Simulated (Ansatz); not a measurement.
Space group P4/mmm (No. 123). a = 3.446 Å, b = 3.446 Å, c = 2.457 Å, α = 90.00°, β = 90.00°, γ = 90.00°
| atom | site | symmetry | x | y | z |
| --- | --- | --- | --- | --- | --- |
| Fe | 2e | mmm. | 0.0000 | 0.5000 | 0.5000 |
| B | 1a | 4/mmm | 0.0000 | 0.0000 | 0.0000 |

Equation of state of this Fe2B structure (not necessarily the ground state), with shape and atoms relaxed at each volume where symmetry leaves them free. It has no gap at any of these volumes. Level of theory: DFT PBEsol, scalar-relativistic, plane waves, PAW in Ansatz 0.2.0.

Cutoff 420 eV; k points 10×10×10 on the computed 6-atom cell (Γ-centred); Gaussian smearing, width 0.10 eV; collinear spin.

```tsv
V (Å³/atom)	E − E(largest V) (meV/atom)	P (GPa)
9.144	4.83	15.81
9.436	-16.00	7.29
9.728	-22.43	0.00
10.020	-16.46	-6.28
10.312	0.00	-11.45
```

Fit a third-order Birch–Murnaghan equation to E(V).

V0 = 9.73 Å³/atom, B0 = 225 GPa, B0' = 4.2.

Only parallel moments were tried here.